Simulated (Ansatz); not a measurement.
GaAs:
Space group P4/mmm (No. 123); a = b = 2.666 Å, c = 5.407 Å, α = β = γ = 90.00°

| atom | site | symmetry | x | y | z |
|---|---|---|---|---|---|
| Ga | 1b | 4/mmm | 0.0000 | 0.0000 | 0.5000 |
| As | 1a | 4/mmm | 0.0000 | 0.0000 | 0.0000 |

Relaxed at zero pressure with plane-wave PAW PBEsol (Ansatz code).

### Question
The volume is raised by 9 % and shape and atoms relax at that volume. What pressure results, and how do the axes share the change?

### Answer
-5.2 GPa; a 2.5 %, b 2.5 %, c 3.7 %; the energy rises by 30 meV/atom.

### Question
Give the new structure.

### Answer

Space group P4/mmm (No. 123); a = b = 2.7330 Å, c = 5.6059 Å, α = β = γ = 90.00°

```tsv
atom	site	symmetry	x	y	z
Ga	1b	4/mmm	0.0000	0.0000	0.5000
As	1a	4/mmm	0.0000	0.0000	0.0000
```

The phase is kept; no other phase was compared at this pressure.

The workflow started from a Materials Project entry (that database holds measured and hypothetical structures alike); the Crystallography Open Database copy checked does not list it. It is not the phase usual at ambient conditions (space group No. 216). The PBEsol relaxation kept the symmetry of its start; whether a distortion lowers the energy is not shown.

Potentials: the earlier of the program's two PAW sets. The files were generated under PBE; for other functionals the program regenerates the frozen cores, and for LDA and PBEsol the local potential too.
